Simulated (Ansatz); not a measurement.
Consider the following.

Co3BPd:
```yaml
crystal:
  lattice:
    - [3.83527, 0.00000, 0.00000]
    - [0.00000, 3.83527, 0.00000]
    - [0.00000, 0.00000, 3.83527]
  atoms:
    - { symbol: Co, position: [0.50000, 0.50000, 0.00000] }
    - { symbol: Co, position: [0.00000, 0.50000, 0.50000] }
    - { symbol: Co, position: [0.50000, 0.00000, 0.50000] }
    - { symbol: Pd, position: [0.00000, 0.00000, 0.00000] }
    - { symbol: B, position: [0.50000, 0.50000, 0.50000] }
```
The run is spin-polarised, in the one order tried: ferromagnetic.

This is the r²SCAN-relaxed structure.

Question: All from plane-wave PAW r²SCAN (Ansatz code), unless another level is named. Give the Bader charges.

Answer: Co +0.32, Pd -0.38, B -0.58 e.

Question: Next, the net moment?

Answer: 0.99 μB per atom.

Space group Pm-3m. The start of the workflow was typed in or built on a structure type; neither database checked (COD, Materials Project) lists it. Its standing as an ambient phase is unchecked. Symmetry was held in the r²SCAN relaxation; its stability against distortions is not shown here. Magnetic state: ferromagnetic, the only order run, not a proven ground state. Its formation energy is positive at this level, so the cell may be metastable or incomplete. Other orbital occupations within this spin state were not tried. For itinerant 3d metals, meta-GGAs of the SCAN family and hybrids are commonly reported to give too large moments.

Potentials: the earlier of the program's two PAW sets. The files were generated under PBE; for other functionals the program regenerates the frozen cores, and for LDA and PBEsol the local potential too.
